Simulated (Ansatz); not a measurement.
## Property card for ZrSi

ZrSi:
```xyz
2
Lattice="3.3152 0.0000 0.0000 0.0000 3.3152 0.0000 0.0000 0.0000 3.3152" Properties=species:S:1:pos:R:3 pbc="T T T"
Zr     0.0000     0.0000     0.0000
Si     1.6576     1.6576     1.6576
```

Space group Pm-3m (No. 221), CsCl type; conventional cell a = b = c = 3.315 Å, α = β = γ = 90.00°.

Method: plane-wave PAW PBE (Ansatz code). Geometry: relaxed at this level of theory. Other levels are named where they apply.

### Cell and energy

```
Item                                                           Value
-----------------------------------------------------  -------------
Volume per atom                                             18.22 Å³
Density                                                   5.44 g/cm³
Formation energy from the elements (no fitted shifts)  -0.35 eV/atom
```

### Electronic structure

```
Item                                                                        Value
------------------------------------  -------------------------------------------
Electronic character                                            metallic (no gap)
Density of states at the Fermi level  1.4 states/eV per atom (mean over ±0.08 eV)
Gap with spin–orbit coupling                                      none (metallic)
```

### Mechanics

```
Property                                                               Result
-------------------------------------  --------------------------------------
Bulk modulus (Birch–Murnaghan fit)                                  1180 kbar
Pressure derivative B′                                                    4.2
Elastic constants (relaxed ions, GPa)      C11 = -43.4, C12 = 201, C44 = -105
Mechanical stability                   unstable (C has a negative eigenvalue)
```

### Phonons

```
Item                                                   Value
-------------------------------  ---------------------------
Highest zone-centre frequency                      225 cm^-1
Zone-centre stability                 no imaginary mode at Γ
Dynamical stability on the path  unstable, down to 114i cm⁻¹
```

### Charges

```
Property                      Value
-------------  --------------------
Bader charges  Zr +1.08, Si -1.08 e
```

The cell is a constructed one: a structure type filled with these elements; neither database checked (COD, Materials Project) lists it. COD files the formula under space group No. 62, 63, so this cell is another polymorph or a model. Whether it is the stable phase at ambient conditions was not checked. The PBE relaxation kept the symmetry of its start. The run is not spin-polarised. As this level gives no gap, shear constants depend on the k-mesh and smearing (Fermi–Dirac, 0.1 eV here). As this level gives no gap, phonon frequencies hold no LO–TO term and depend on the k-mesh and smearing (Fermi–Dirac, 0.1 eV here). The references are the lowest solids computed at this level, not always the standard phases. Spin–orbit coupling is left out wherever it is not named.

Potentials: the later of the program's two PAW sets.
